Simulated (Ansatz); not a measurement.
## Phonon spectrum of Al₃Co₂Ru

Theory: DFT PBE, scalar-relativistic, plane waves, PAW in Ansatz 0.2.0. Plane waves to 420 eV; Γ-centred k mesh 12×12×8; Fermi-Dirac smearing of 0.15 eV. No spin polarisation. Phonons by linear response, acoustic sum rule imposed.

Equilibrium structure at this level:
```xyz
6
Lattice="4.1119 0.0000 0.0000 -2.0560 3.5610 0.0000 0.0000 0.0000 5.0487" Properties=species:S:1:pos:R:3 pbc="T T T"
Al    0.0000    2.3740    1.6424
Al    2.0560    1.1870    3.4063
Al    0.0000    0.0000    0.0000
Co    0.0000    2.3740    4.2225
Co    2.0560    1.1870    0.8262
Ru    0.0000    0.0000    2.5244
```

It was reached by relaxing an invented guess, and it needn't be the stable form of this composition. In a metal, frequencies and elastic constants depend on the k mesh and the smearing, soft modes and shear constants most. The q mesh is coarse, so values between its points are rough.

Force constants from linear response on a 2×2×1 q mesh.

Problem. Is the structure dynamically stable on the q mesh?

Solution. Yes, on this mesh: no mode is imaginary.

Problem. Give the frequencies (cm⁻¹) at the zone-boundary points of high symmetry (interpolated where a point lies off the q mesh).

Solution.
```csv
point,q,frequencies
M,0.500 0.000 0.000,141 142 157 162 169 186 203 218 223 269 293 306 321 323 341 356 368 386
K,0.333 0.333 0.000,140 141 141 188 188 197 210 210 214 270 270 304 332 332 349 355 355 387
A,0.000 0.000 0.500,99 99 128 128 145 181 212 231 231 304 307 307 322 336 336 348 348 356
L,0.500 0.000 0.500,135 142 168 168 187 189 209 213 229 273 282 320 321 334 342 344 357 372
H,0.333 0.333 0.500,143 143 182 182 189 194 205 205 212 286 286 321 324 324 330 355 355 371
```
